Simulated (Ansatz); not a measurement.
Al2GaN3: enthalpy against pressure

Al2GaN3, Cm, a = 11.486 Å, b = 3.136 Å, c = 7.422 Å, β = 104.8°. The structure is a Materials Project entry; whether it is the stable form wasn't checked. Ansatz: PBEsol, PAW, 420 eV, Γ-centred 8×8×4 mesh on 12 atoms, Gaussian smearing 0.02 eV; no spin polarisation. Cell and atoms are relaxed at each pressure, and no other structure is tried, so the rows at high pressure may lie past a change of phase. y is the enthalpy over the state at zero pressure; there V0 = 10.769 Å³/atom. The pressures are the targets, met within 0.06 GPa.

```
P (GPa) y (eV/atom)
   -2.0      -0.1351
    0.0       0.0000
    2.0       0.1338
    5.0       0.3320
   10.0            ?
   20.0       1.2855
```

Fit y = c1 P + c2 P² + c3 P³ to the other rows, say what c1 and c2 mean, and predict the missing value.

Least squares on the rows shown. y = 0.067216 P − 0.00016799 P² + 1.0482×10⁻⁶ P³. Since dH/dP = V, c1 is V0: 0.067216 eV/GPa × 160.2 = 10.768 Å³ against 10.769; c2 = −V0/(2B0) gives B0 = 200 GPa, where a Birch–Murnaghan fit to the volumes of the same runs (not shown) gives 197 GPa. At P = 10.0 the fit asked for gives 0.6564 eV/atom. The run gave 0.6564 eV/atom, the same to the digits shown.